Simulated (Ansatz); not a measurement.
SiS$_{2}$ (SiS2 type, space group Ibam)

```xyz
6
Lattice="-3.0098 4.6965 2.7726 3.0098 -4.6965 2.7726 3.0098 4.6965 -2.7726" Properties=species:S:1:pos:R:3 pbc="T T T"
S      1.8387     3.5639     2.7726
S      1.1711    -1.1326     2.7726
S      1.8387     5.8291     0.0000
S      1.1711     1.1326     0.0000
Si     0.0000     0.0000     4.1589
Si     0.0000     0.0000     1.3863
```

The slice is a (-1 1 0) plane (indices of the conventional cell) through the point (0.250, 0.250, 0.000) (fractional), spanned by u = [110] and v = [112] in vectors of this cell: u (5.55 Å) and v (11.16 Å, at 90° to u). It covers one period; positions are fractions (u, v).

The numbers are results of PBEsol (plane waves to 420 eV, PAW, scalar-relativistic; Ansatz, a quantum-chemistry and plane-wave program), not measurements. k mesh 8×8×8. These are valence fields of a PAW run, semicore shells included where kept as valence: close to a nucleus they are smooth pseudo fields. SiS2 was relaxed with its symmetry unable to fall.

Q: Predict the map of the valence electron density on the slice.

A: 
```
|==++**********++==**##########**|
|##****++++++****##%%%%%%%%%%%%%%|
|**++====--====++**%%@@@@@@@@@@%%|
|++--::::..::::--++##@@@@@@@@@@##|
|==::          ::==**@@@@@@@@@@**|
|--              --++%%@@@@@@%%++|
|..  ..::::::..  ..==**##%%##**==|
|..::--++++++--::..::--++++++--::|
|..==**##%%##**==..  ..::::::..  |
|--++%%@@@@@@%%++--              |
|==**@@@@@@@@@@**==::          ::|
|++##@@@@@@@@@@##++--::::..::::--|
|**%%@@@@@@@@@@%%**++====--====++|
|##%%%%%%%%%%%%%%##****++++++****|
|==**##########**==++**********++|
|..==##******##==..==##******##==|
|==**##########**==++**********++|
|##%%%%%%%%%%%%%%##****++++++****|
|**%%@@@@@@@@@@%%**++====--====++|
|++##@@@@@@@@@@##++--::::..::::--|
|==**@@@@@@@@@@**==::          ::|
|--++%%@@@@@@%%++--              |
|..==**##%%##**==..  ..::::::..  |
|..::--++++++--::..::--++++++--::|
|..  ..::::::..  ..==**##%%##**==|
|--              --++%%@@@@@@%%++|
|==::          ::==**@@@@@@@@@@**|
|++--::::..::::--++##@@@@@@@@@@##|
|**++====--====++**%%@@@@@@@@@@%%|
|##****++++++****##%%%%%%%%%%%%%%|
|==++**********++==**##########**|
|..==##******##==..==##******##==|
```
Scale: ten equal steps from -1.66 (start of ' ') to 0.07 (end of '@'), in the order ' .:-=+*#%@'. Values: log₁₀ of the valence density in e/Å³. The map has 16 points along u (two characters each, u = 0 at the left) and 32 along v (v = 0 in the bottom row). The scale is logarithmic, as a density can span decades between atoms and voids.
